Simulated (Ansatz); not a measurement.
Values for one crystal, relaxed and computed with PBEsol (plane waves, PAW; program Ansatz); other levels are named.

| Item | Value |
|---|---|
| Volume per atom | 18.68 Å³ |
| Band gap | 6.15 eV (direct) |
| Elastic constants (relaxed ions, GPa) | C11 = 69.8, C12 = 14.8, C44 = 13.6 |
| Valence-band maximum | at Γ |
| Hole effective mass, band 1 of 3 at the edge | 15 along [100], 15 along [110], 4.2 along [111] (mₑ) |
| Hill bulk and shear moduli | 33.2 and 18.1 GPa |
| Bulk modulus (Birch–Murnaghan fit) | 332 kbar |

Problem. Pick the material that matches.
A. CaSe, rock salt
B. LiBr, rock salt
C. LiH, rock salt
D. KF, rock salt

Solution. D, KF, rock salt

Space group Fm-3m (rock salt). The PBEsol relaxation kept the symmetry of its start.

Potentials: the later of the program's two PAW sets.
